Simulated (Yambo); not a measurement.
Given:

```xyz
4
Lattice="3.1286 0.0000 0.0000 -1.5643 2.7094 0.0000 0.0000 0.0000 5.0170" Properties=species:S:1:pos:R:3 pbc="T T T"
N      1.5643     0.9031     4.4185
N      0.0000     1.8063     1.9100
Al     1.5643     0.9031     2.5049
Al     0.0000     1.8063     5.0134
```

Workflow: PBE (Quantum ESPRESSO, PseudoDojo norm-conserving, 84 Ry, scalar-relativistic), then G0W0 in Yambo (6×6×4 Γ-centred k mesh, 77 bands and a 8 Ry block in the screening, 77 bands in G with the Bruneval-Gonze terminator, plasmon pole fitted at 27.2 eV).

### Question
Give the PBE and G0W0 gaps between the band edges found on this mesh, and say where the edges lie.

### Answer
Edges: Γ → Γ. PBE: 4.06 eV; G0W0: 5.38 eV. Convergence of the G0W0 settings was not tested. 

Geometry of the Materials Project entry, not relaxed at this level.
